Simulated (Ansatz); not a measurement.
Relaxed-ion elastic tensor of Ba2CuHgO4 in space group P4/mmm (No. 123; Pearson symbol tP8) in GPa (Voigt order), plane-wave PAW r²SCAN (Ansatz code); density 6.88 g/cm³, 18.19 Å³ per atom.

```csv
,1,2,3,4,5,6
1,141,54.5,36.9,0.0,0.0,0.0
2,54.5,141,36.9,0.0,0.0,0.0
3,36.9,36.9,108,0.0,0.0,0.0
4,0.0,0.0,0.0,11.2,0.0,0.0
5,0.0,0.0,0.0,0.0,11.2,0.0
6,0.0,0.0,0.0,0.0,0.0,43.8
```

### Question
Is the crystal mechanically stable?

### Answer
Yes: the smallest eigenvalue of C is 11.2 GPa.

### Question
Work out the Voigt, Reuss and Hill averages.

### Answer
K_V = 71.8, K_R = 69.7, K_H = 70.7; G_V = 30.7, G_R = 20.1, G_H = 25.4 GPa.

### Question
Give Young's modulus, Poisson's ratio, Pugh's ratio and the universal anisotropy index.

### Answer
E = 9KG/(3K + G) = 68.1 GPa; ν = 0.34; K/G = 2.79 (ductile by the Pugh limit of 1.75); A_U = 5G_V/G_R + K_V/K_R − 6 = 2.64.

### Question
Estimate the sound speeds and the Debye temperature.

### Answer
v_l = √((K + 4G/3)/ρ) = 3900 m/s, v_t = √(G/ρ) = 1920 m/s, mean 2160 m/s; Θ = (h/k)(3n/4πV)^(1/3) v_m = 244 K.

### Question
Solve the Christoffel equation for the three sound speeds along x, y, z.

### Answer
Eigenvalues of C_ijkl n_j n_l equal ρv². In km/s, slowest first: x 1.28, 2.52, 4.53; y 1.28, 2.52, 4.53; z 1.28, 1.28, 3.96.

### Question
How much does each axis shrink under pressure?

### Answer
Linear compressibilities β_i = Σ_j S_ij (j = 1 to 3): x 3.9, y 3.9, z 6.6 per TPa.

The workflow started from a Materials Project entry (that database holds measured and hypothetical structures alike); the Crystallography Open Database copy checked does not list it. Whether it is the stable phase at ambient conditions was not checked. Symmetry was held in the r²SCAN relaxation; whether a distortion lowers the energy is not shown. The run is not spin-polarised. No Hubbard U is applied. As this level gives no gap, shear constants depend on the k-mesh and smearing (Fermi–Dirac, 0.1 eV here). Scalar-relativistic: spin–orbit coupling is off unless named, which matters more the heavier the elements.

Potentials: the later of the program's two PAW sets.
